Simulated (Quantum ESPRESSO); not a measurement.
# Ti4O6FN: finding a planted mistake in a log

Computed values, not a measurement. The program is pw.x of Quantum ESPRESSO 7.5 (plane-wave density functional theory). The cell is made up: 12 atoms on a rutile lattice, with randomly drawn elements, strain and displacements, not relaxed. PseudoDojo standard norm-conserving files (v0.5 for PBE, v0.4.1 for LDA and PBEsol) set the functional; there is no spin polarisation, spin-orbit coupling or dispersion term, and the masses in the input are unused placeholders.

Intended input:

```
&control calculation='scf', pseudo_dir='./dojo.nc.sr.pbe.v0_5.standard.upf', outdir='./o', disk_io='low', tprnfor=.true., tstress=.true. /
&system ibrav=0, nat=12, ntyp=4, nbnd=54, ecutwfc=84.00895049, nosym=.true., tot_charge=0,
 occupations='smearing', smearing='fd', degauss=0.0018374661
/
&electrons conv_thr=7.350e-09, electron_maxstep=60, /
ATOMIC_SPECIES
F 1.0 F.upf
N 1.0 N.upf
O 1.0 O.upf
Ti 1.0 Ti.upf
CELL_PARAMETERS angstrom
4.6533 0.0 0.0
0.0 4.6533 0.0
0.0 0.0 5.9442
ATOMIC_POSITIONS angstrom
Ti -0.0749 -0.0432 -0.0803
Ti 2.3065 2.3247 1.4878
Ti -0.0629 0.1143 2.9712
Ti 2.4085 2.2395 4.5077
O 1.3663 1.4415 -0.0245
O 3.3495 3.1749 -0.0594
O 3.7469 0.9455 1.507
O 0.892 3.7439 1.5055
O 1.5969 1.426 2.9995
O 3.1539 3.2785 2.9249
F 3.6123 0.8126 4.3302
N 0.8943 3.7447 4.5744
K_POINTS automatic
5 5 4 1 1 1
```

The log is shortened where brackets say so; the opening notice, blank lines, dates and the lines on written files are dropped, and the path of the files is cut. It prints rydbergs, bohrs and kilobars, and counts compression as positive stress. Where no state is partly filled, the Fermi energy that it prints is only some level between the filled and the empty states on the mesh, and need not lie in the true gap.

Log of the intended run:

```
     Program PWSCF v.7.5
     Parallel version (MPI & OpenMP), running on       4 processor cores
     Number of MPI processes:                 4
     Threads/MPI process:                     1
     [start-up lines left out]
     bravais-lattice index     =            0
     lattice parameter (alat)  =       8.7935  a.u.
     unit-cell volume          =     868.5846 (a.u.)^3
     number of atoms/cell      =           12
     number of atomic types    =            4
     number of electrons       =        96.00
     number of Kohn-Sham states=           54
     kinetic-energy cutoff     =      84.0090  Ry
     charge density cutoff     =     336.0358  Ry
     scf convergence threshold =      7.3E-09
     mixing beta               =       0.7000
     number of iterations used =            8  plain     mixing
     Exchange-correlation= PBE
                           (   1   4   3   4   0   0   0)
     [axes and pseudopotential details left out]
   Cartesian axes
     site n.     atom                  positions (alat units)
         1        Ti     tau(   1) = (  -0.0160961  -0.0092837  -0.0172566  )
         2        Ti     tau(   2) = (   0.4956697   0.4995809   0.3197301  )
         3        Ti     tau(   3) = (  -0.0135173   0.0245632   0.6385146  )
         4        Ti     tau(   4) = (   0.5175897   0.4812714   0.9687104  )
         5        O      tau(   5) = (   0.2936196   0.3097802  -0.0052651  )
         6        O      tau(   6) = (   0.7198117   0.6822900  -0.0127651  )
         7        O      tau(   7) = (   0.8052135   0.2031891   0.3238562  )
         8        O      tau(   8) = (   0.1916919   0.8045688   0.3235338  )
         9        O      tau(   9) = (   0.3431758   0.3064492   0.6445963  )
        10        O      tau(  10) = (   0.6777771   0.7045538   0.6285647  )
        11        F      tau(  11) = (   0.7762878   0.1746288   0.9305654  )
        12        N      tau(  12) = (   0.1921862   0.8047407   0.9830443  )
     number of k points=    50  Fermi-Dirac smearing, width (Ry)=  0.0018
                       cart. coord. in units 2pi/alat
        k(    1) = (   0.1000000   0.1000000   0.0978538), wk =   0.0400000
        k(    2) = (   0.1000000   0.1000000   0.2935614), wk =   0.0400000
     [further k points left out]
     Dense  grid:    90389 G-vectors     FFT dimensions: (  54,  54,  72)
     Estimated max dynamical RAM per process >     263.81 MB
     Estimated total dynamical RAM >     989.05 MB
     Initial potential from superposition of free atoms
     starting charge      95.9936, renormalised to      96.0000
     Starting wfcs are   72 randomized atomic wfcs
     total cpu time spent up to now is        4.5 secs
     per-process dynamical memory:   210.9 Mb
     Self-consistent Calculation
     iteration #  1     ecut=    84.01 Ry     beta= 0.70
     Davidson diagonalization with overlap
     ethr =  1.00E-02,  avg # of iterations =  2.0
     total cpu time spent up to now is       11.2 secs
     total energy              =    -741.17202200 Ry
     estimated scf accuracy    <       5.96324445 Ry
     iteration #  2     ecut=    84.01 Ry     beta= 0.70
     Davidson diagonalization with overlap
     ethr =  6.21E-03,  avg # of iterations =  8.1
     total cpu time spent up to now is       25.5 secs
     total energy              =    -733.76812757 Ry
     estimated scf accuracy    <      81.54218537 Ry
     [iterations 3 to 21 left out]
     iteration # 22     ecut=    84.01 Ry     beta= 0.70
     Davidson diagonalization with overlap
     ethr =  1.24E-11,  avg # of iterations =  4.9
     total cpu time spent up to now is      203.7 secs
     total energy              =    -744.50900563 Ry
     estimated scf accuracy    <       0.00000001 Ry
     iteration # 23     ecut=    84.01 Ry     beta= 0.70
     Davidson diagonalization with overlap
     ethr =  1.24E-11,  avg # of iterations =  4.5
     total cpu time spent up to now is      211.3 secs
     End of self-consistent calculation
     [lines on levels left out]
     the Fermi energy is    10.2571 ev
!    total energy              =    -744.50900563 Ry
     estimated scf accuracy    <          1.2E-09 Ry
     smearing contrib. (-TS)   =      -0.00000000 Ry
     internal energy E=F+TS    =    -744.50900563 Ry
     The total energy is F=E-TS. E is the sum of the following terms:
     one-electron contribution =    -266.99102236 Ry
     hartree contribution      =     179.85989757 Ry
     xc contribution           =    -137.09518432 Ry
     ewald contribution        =    -520.28269653 Ry
     convergence has been achieved in  23 iterations
     Forces acting on atoms (cartesian axes, Ry/au):
     atom    1 type  4   force =     0.12343267   -0.07166345    0.07161422
     atom    2 type  4   force =    -0.01907648    0.02832692    0.02029390
     atom    3 type  4   force =     0.14462969   -0.15833306   -0.16044570
     atom    4 type  4   force =    -0.16886223    0.17614462   -0.00628013
     atom    5 type  3   force =     0.03346638    0.00940984   -0.00794098
     atom    6 type  3   force =    -0.04278015   -0.02848377    0.01187165
     atom    7 type  3   force =    -0.00746576    0.01333914    0.01240234
     atom    8 type  3   force =    -0.01774566    0.01994449    0.00847289
     atom    9 type  3   force =    -0.07484535   -0.04113372   -0.00807394
     atom   10 type  3   force =     0.04608731    0.01648538    0.02221821
     atom   11 type  1   force =    -0.00924600    0.01200335    0.07731635
     atom   12 type  2   force =    -0.00759442    0.02396025   -0.04144882
     Total force =     0.427107     Total SCF correction =     0.000082
     Computing stress (Cartesian axis) and pressure
          total   stress  (Ry/bohr**3)                   (kbar)     P=       53.21
   0.00033519  -0.00021945  -0.00021913           49.31      -32.28      -32.23
  -0.00021945   0.00035336   0.00018494          -32.28       51.98       27.21
  -0.00021913   0.00018494   0.00039650          -32.23       27.21       58.33
     init_run     :      4.16s CPU      4.34s WALL (       1 calls)
     electrons    :    206.35s CPU    206.86s WALL (       1 calls)
     forces       :      1.50s CPU      1.52s WALL (       1 calls)
     stress       :      4.83s CPU      4.84s WALL (       1 calls)
     [timing details left out]
     PWSCF        :   3m37.01s CPU   3m37.79s WALL
     JOB DONE.
```

A second run was made from an input with one planted mistake. Its log:

```
     Program PWSCF v.7.5
     Parallel version (MPI & OpenMP), running on       4 processor cores
     Number of MPI processes:                 4
     Threads/MPI process:                     1
     [start-up lines left out]
     bravais-lattice index     =            0
     lattice parameter (alat)  =       8.8787  a.u.
     unit-cell volume          =     894.0984 (a.u.)^3
     number of atoms/cell      =           12
     number of atomic types    =            4
     number of electrons       =        96.00
     number of Kohn-Sham states=           54
     kinetic-energy cutoff     =      84.0090  Ry
     charge density cutoff     =     336.0358  Ry
     scf convergence threshold =      7.3E-09
     mixing beta               =       0.7000
     number of iterations used =            8  plain     mixing
     Exchange-correlation= PBE
                           (   1   4   3   4   0   0   0)
     [axes and pseudopotential details left out]
   Cartesian axes
     site n.     atom                  positions (alat units)
         1        Ti     tau(   1) = (  -0.0160906  -0.0092798  -0.0172612  )
         2        Ti     tau(   2) = (   0.4956794   0.4995743   0.3197259  )
         3        Ti     tau(   3) = (  -0.0135152   0.0245616   0.6385152  )
         4        Ti     tau(   4) = (   0.5176017   0.4812702   0.9687128  )
         5        O      tau(   5) = (   0.2936319   0.3097863  -0.0052571  )
         6        O      tau(   6) = (   0.7198195   0.6822961  -0.0127703  )
         7        O      tau(   7) = (   0.8052103   0.2031968   0.3238549  )
         8        O      tau(   8) = (   0.1917036   0.8045718   0.3235357  )
         9        O      tau(   9) = (   0.3431807   0.3064447   0.6446024  )
        10        O      tau(  10) = (   0.6777839   0.7045590   0.6285757  )
        11        F      tau(  11) = (   0.7762855   0.1746339   0.9305721  )
        12        N      tau(  12) = (   0.1921931   0.8047420   0.9830581  )
     number of k points=    50  Fermi-Dirac smearing, width (Ry)=  0.0018
                       cart. coord. in units 2pi/alat
        k(    1) = (   0.1000000   0.1000000   0.0978523), wk =   0.0400000
        k(    2) = (   0.1000000   0.1000000   0.2935570), wk =   0.0400000
     [further k points left out]
     Dense  grid:    92935 G-vectors     FFT dimensions: (  54,  54,  72)
     Estimated max dynamical RAM per process >     270.90 MB
     Estimated total dynamical RAM >    1015.51 MB
     Initial potential from superposition of free atoms
     starting charge      95.9936, renormalised to      96.0000
     Starting wfcs are   72 randomized atomic wfcs
     total cpu time spent up to now is        4.7 secs
     per-process dynamical memory:   216.4 Mb
     Self-consistent Calculation
     iteration #  1     ecut=    84.01 Ry     beta= 0.70
     Davidson diagonalization with overlap
     ethr =  1.00E-02,  avg # of iterations =  2.0
     total cpu time spent up to now is       12.2 secs
     total energy              =    -741.08226803 Ry
     estimated scf accuracy    <       6.07904243 Ry
     iteration #  2     ecut=    84.01 Ry     beta= 0.70
     Davidson diagonalization with overlap
     ethr =  6.33E-03,  avg # of iterations =  8.3
     total cpu time spent up to now is       27.7 secs
     total energy              =    -733.30699030 Ry
     estimated scf accuracy    <      88.02202126 Ry
     [iterations 3 to 22 left out]
     iteration # 23     ecut=    84.01 Ry     beta= 0.70
     Davidson diagonalization with overlap
     ethr =  3.23E-11,  avg # of iterations =  2.0
     total cpu time spent up to now is      219.4 secs
     total energy              =    -744.51272091 Ry
     estimated scf accuracy    <       0.00000002 Ry
     iteration # 24     ecut=    84.01 Ry     beta= 0.70
     Davidson diagonalization with overlap
     ethr =  1.98E-11,  avg # of iterations =  6.0
     total cpu time spent up to now is      227.1 secs
     End of self-consistent calculation
     [lines on levels left out]
     the Fermi energy is     9.7933 ev
!    total energy              =    -744.51272091 Ry
     estimated scf accuracy    <          4.5E-09 Ry
     smearing contrib. (-TS)   =      -0.00000000 Ry
     internal energy E=F+TS    =    -744.51272091 Ry
     The total energy is F=E-TS. E is the sum of the following terms:
     one-electron contribution =    -274.39649659 Ry
     hartree contribution      =     182.02804169 Ry
     xc contribution           =    -136.85731029 Ry
     ewald contribution        =    -515.28695572 Ry
     convergence has been achieved in  24 iterations
     Forces acting on atoms (cartesian axes, Ry/au):
     atom    1 type  4   force =     0.12208080   -0.07806309    0.06518930
     atom    2 type  4   force =    -0.01794636    0.02629330    0.02517023
     atom    3 type  4   force =     0.13341766   -0.15156327   -0.15647936
     atom    4 type  4   force =    -0.16355929    0.16677902   -0.00587605
     atom    5 type  3   force =     0.03857776    0.01329655   -0.00926385
     atom    6 type  3   force =    -0.04337574   -0.02760793    0.00785083
     atom    7 type  3   force =    -0.00458754    0.00948647    0.01586267
     atom    8 type  3   force =    -0.01908573    0.02130033    0.00838797
     atom    9 type  3   force =    -0.06594438   -0.03164991   -0.00730525
     atom   10 type  3   force =     0.04063996    0.01032161    0.01944431
     atom   11 type  1   force =    -0.00552260    0.01171993    0.07078111
     atom   12 type  2   force =    -0.01469455    0.02968699   -0.03376190
     Total force =     0.409164     Total SCF correction =     0.000122
     Computing stress (Cartesian axis) and pressure
          total   stress  (Ry/bohr**3)                   (kbar)     P=       -9.46
  -0.00004928  -0.00020552  -0.00019784           -7.25      -30.23      -29.10
  -0.00020552  -0.00003285   0.00014934          -30.23       -4.83       21.97
  -0.00019784   0.00014934  -0.00011080          -29.10       21.97      -16.30
     init_run     :      4.46s CPU      4.69s WALL (       1 calls)
     electrons    :    220.87s CPU    222.43s WALL (       1 calls)
     forces       :      1.54s CPU      1.55s WALL (       1 calls)
     stress       :      4.98s CPU      4.98s WALL (       1 calls)
     [timing details left out]
     PWSCF        :   3m51.93s CPU   3m53.85s WALL
     JOB DONE.
```

Question: what was wrong in the second input?

Answer: the cell and the positions are scaled by a wrong factor. The input lines that differ, file-writing options aside:

```
- 4.6533 0.0 0.0
+ 4.6984 0.0 0.0
- 0.0 4.6533 0.0
+ 0.0 4.6984 0.0
- 0.0 0.0 5.9442
+ 0.0 0.0 6.0019
- Ti -0.0749 -0.0432 -0.0803
+ Ti -0.0756 -0.0436 -0.0811
- Ti 2.3065 2.3247 1.4878
+ Ti 2.3289 2.3472 1.5022
- Ti -0.0629 0.1143 2.9712
+ Ti -0.0635 0.1154 3.0
- Ti 2.4085 2.2395 4.5077
+ Ti 2.4319 2.2612 4.5514
- O 1.3663 1.4415 -0.0245
+ O 1.3796 1.4555 -0.0247
- O 3.3495 3.1749 -0.0594
+ O 3.382 3.2057 -0.06
- O 3.7469 0.9455 1.507
+ O 3.7832 0.9547 1.5216
- O 0.892 3.7439 1.5055
+ O 0.9007 3.7802 1.5201
- O 1.5969 1.426 2.9995
+ O 1.6124 1.4398 3.0286
- O 3.1539 3.2785 2.9249
+ O 3.1845 3.3103 2.9533
- F 3.6123 0.8126 4.3302
+ F 3.6473 0.8205 4.3722
- N 0.8943 3.7447 4.5744
+ N 0.903 3.781 4.6188
```

|  | intended run | run with the mistake |
| --- | --- | --- |
| free energy (eV) | -10129.561 | -10129.612 |
| smearing term -TS (eV) | 0.0000 | 0.0000 |
| pressure (GPa) | 5.32 | -0.95 |
| largest force component (eV/Å) | 4.529 | 4.288 |
| largest change of a force component (eV/Å) |  | 0.288 |
| iterations | 23 | 24 |

For scale, a rerun of the intended cell at a cutoff of 1437 eV and k mesh 7 x 7 x 6 moved values by no more than 0.004 eV in energy, 0.04 GPa in stress and 0.002 eV/Å in force.